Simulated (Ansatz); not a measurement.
## How far is PAW off for LaSb?

```
La Sb
1.0
     0.03245    3.26123    3.26123
     3.26123    0.03245    3.26123
     3.26123    3.26123    0.03245
La Sb
1 1
Direct
  0.00000 0.00000 0.00000
  0.50000 0.50000 0.50000
```

Atoms are numbered in the order listed.

Conventional cell: a = 4.566 Å, b = 4.566 Å, c = 11.353 Å, α = 90.00°, β = 90.00°, γ = 120.00°. Around La (atom 1) lie 6 Sb at 3.25 Å. Sb (atom 2) has 6 La at 3.25 Å as nearest neighbours.

The cell is COD entry 1537613, as deposited and not checked against the literature; nothing was relaxed. The listed cell was then made from it by scaling, straining or moving an atom.

Spin–orbit coupling is left out, though it moves levels of the heavy atoms by tenths of an eV or more.

Levels of theory: DFT, PBEsol, PAW with Ansatz's default frozen-core files, scalar-relativistic (Ansatz 0.2.0); DFT, PBEsol, all-electron LAPW, scalar-relativistic (Ansatz 0.2.0).

For PAW: a Γ-centred 10×10×10 k mesh, Fermi–Dirac smearing of 0.05 eV, cutoff 420 eV, no spin polarisation; the PAW files were made with PBE, and the program remakes their frozen cores for this functional. LAPW targets a basis error of 1 meV/atom. The Ansatz runs share mesh, smearing and spin set-up. Plane-wave (PAW) pressures include the program's estimate of the Pulay term.

Stress and pressure are positive in compression.

The change that made this cell: equal xy, yz and zx engineering shear strains of +1 %.

PAW results:

```json
{"quantity": "pressure (GPa)", "PAW": "-0.95"}
{"quantity": "stress yz (GPa)", "PAW": "-0.19"}
{"quantity": "stress xz (GPa)", "PAW": "-0.19"}
{"quantity": "stress xy (GPa)", "PAW": "-0.19"}
```

Problem. What does full-potential LAPW give for the same quantities?

Solution. 
| quantity | LAPW |
| --- | --- |
| pressure (GPa) | -0.93 |
| stress yz (GPa) | -0.19 |
| stress xz (GPa) | -0.19 |
| stress xy (GPa) | -0.19 |
